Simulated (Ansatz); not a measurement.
A relaxed cell of Ta (Im-3m (No. 229)), relaxed on a k-mesh at least as fine as the one used below. Calculation: PBE (plane waves to 420 eV, PAW, scalar-relativistic; Ansatz, a quantum-chemistry and plane-wave program). Γ-centred k-mesh 14×14×7 on the run's cell (coarser than for final values), Fermi–Dirac smearing 0.05 eV.

```
CELL_PARAMETERS angstrom
     -1.65987     1.65987     1.65987
      1.65987    -1.65987     1.65987
      3.31974     3.31974    -3.31974
ATOMIC_POSITIONS crystal
  Ta 0.00000 0.00000 0.00000
  Ta 0.00000 0.00000 0.50000
```

The atoms are displaced by (Å):

| atom | ux | uy | uz |
|---|---|---|---|
| Ta1 | 0.050 | -0.092 | -0.056 |
| Ta2 | 0.110 | -0.026 | 0.101 |

Task: What forces (eV/Å) and pressure result?

Result: 
| atom | Fx | Fy | Fz |
|---|---|---|---|
| Ta1 | 0.47 | 0.49 | 1.10 |
| Ta2 | -0.47 | -0.49 | -1.10 |

Pressure +1.0 GPa.

Task: Estimate the energy cost of the displacement in the harmonic approximation and compare with the calculation.

Result: For a harmonic well ΔE = −½ Σ F·u = 0.117 eV a cell, or 59 meV/atom. The calculated energy relative to the undisplaced cell is +0.06 eV/atom, so the harmonic estimate holds well.

No spin polarisation in the result.

The run that gave the undisplaced cell could not lose the symmetry of its start; a randomly shaken copy of 2 atoms returns to this structure.
